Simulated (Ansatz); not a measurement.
## Cs$_{2}$KBiBr$_{6}$: zone-centre modes

Method: DFT PBEsol, scalar-relativistic, plane waves, PAW (Ansatz 0.2.0). The runs took a 420 eV cutoff, a Γ-centred 4×4×4 mesh and Gaussian smearing (0.05 eV). Spin–orbit coupling is left out, which can shift energies with elements as heavy as these. No spin polarisation.

Reference structure (relaxed at this level; it needn't be the usual structure):

```yaml
crystal:
  lattice:
    - [0.00000, 5.89838, 5.89838]
    - [5.89838, 0.00000, 5.89838]
    - [5.89838, 5.89838, 0.00000]
  atoms:
    - { symbol: K, position: [0.50000, 0.50000, 0.50000] }
    - { symbol: Cs, position: [0.75000, 0.75000, 0.75000] }
    - { symbol: Cs, position: [0.25000, 0.25000, 0.25000] }
    - { symbol: Bi, position: [0.00000, 0.00000, 0.00000] }
    - { symbol: Br, position: [0.76033, 0.23967, 0.23967] }
    - { symbol: Br, position: [0.23967, 0.23967, 0.76033] }
    - { symbol: Br, position: [0.23967, 0.76033, 0.76033] }
    - { symbol: Br, position: [0.23967, 0.76033, 0.23967] }
    - { symbol: Br, position: [0.76033, 0.23967, 0.76033] }
    - { symbol: Br, position: [0.76033, 0.76033, 0.23967] }
```

Harmonic modes by finite displacements of 0.02 Å, without the LO–TO term.

At this geometry, is the structure stable against these modes?

No: 9 modes are unstable, the strongest at 33i cm⁻¹.

List the wavenumbers in cm⁻¹.

33i, 33i, 33i, 19i, 19i, 19i, 13i, 13i, 13i, 0, 0, 0, 19, 19, 19, 47, 47, 47, 54, 54, 54, 136, 136, 136, 149, 149, 159, 159, 159, 172.

Cost: 1 run of about 2.5 core-minutes, on Arm Neoverse V1 (shared hosts).